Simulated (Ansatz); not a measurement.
Calculated 71Ga NMR of the central transition for InGaP2

Cell: a Materials Project structure (computed, not necessarily an observed phase).

```
In Ga P
1.0
     2.02737    1.17050    6.63434
    -2.02737    1.17050    6.63434
     0.00000   -2.34101    6.63434
In Ga P
1 1 2
Direct
  0.49975 0.49975 0.49975
  0.99978 0.99978 0.99978
  0.88043 0.88043 0.88043
  0.37004 0.37004 0.37004
```

Sites (sets of like atoms) are named by element and the number of their first atom in this list.

Method: Kohn–Sham DFT in Ansatz, PBE, plane waves and PAW (field gradients read without the response of the frozen cores, which leaves them typically 4 to 6 % off), scalar-relativistic, 420 eV cutoff, Γ-centred 8×8×8 k-points, Fermi–Dirac smearing 0.02 eV.

71Ga has I = 3/2 and Q = 107.0 mb (Pyykkö 2018); at 16.4 T its Larmor frequency is ν₀ = 213.5 MHz. Only the quadrupole interaction is simulated: positions count from each site's isotropic chemical shift, and J coupling is left out, as are shift anisotropy and dipolar coupling, which fast spinning averages.

Problem. Simulate the second-order pattern (fast magic-angle spinning, Gaussian broadening 0.1 kHz) of site Ga (4 P at 2.38–2.45 Å).

Solution. The calculation gives C_Q = -3.52 MHz and η = 0.00, so ν_Q = 1.76 MHz and the centre of gravity lies at -6.78 ppm (-1.45 kHz).

offset (kHz), height and a bar:
```
   -3.774          0 
   -3.686          0 
   -3.597          3 #
   -3.508          4 #
   -3.420          5 #
   -3.331          4 #
   -3.242          5 #
   -3.154          5 #
   -3.065          5 #
   -2.976          5 #
   -2.888          5 ##
   -2.799          5 ##
   -2.710          5 ##
   -2.622          5 ##
   -2.533          6 ##
   -2.444          6 ##
   -2.356         12 ####
   -2.267         66 ####################
   -2.179         71 #####################
   -2.090         49 ###############
   -2.001         41 ############
   -1.913         37 ###########
   -1.824         35 ###########
   -1.735         33 ##########
   -1.647         33 ##########
   -1.558         32 ##########
   -1.469         32 ##########
   -1.381         32 ##########
   -1.292         33 ##########
   -1.203         34 ##########
   -1.115         35 ##########
   -1.026         37 ###########
   -0.937         40 ############
   -0.849         44 #############
   -0.760         50 ###############
   -0.671         64 ###################
   -0.583        100 ##############################
   -0.494         66 ####################
   -0.405          4 #
   -0.317          0
```

An axis of threefold or higher order runs through Ga, so V_zz lies along it and η is zero.
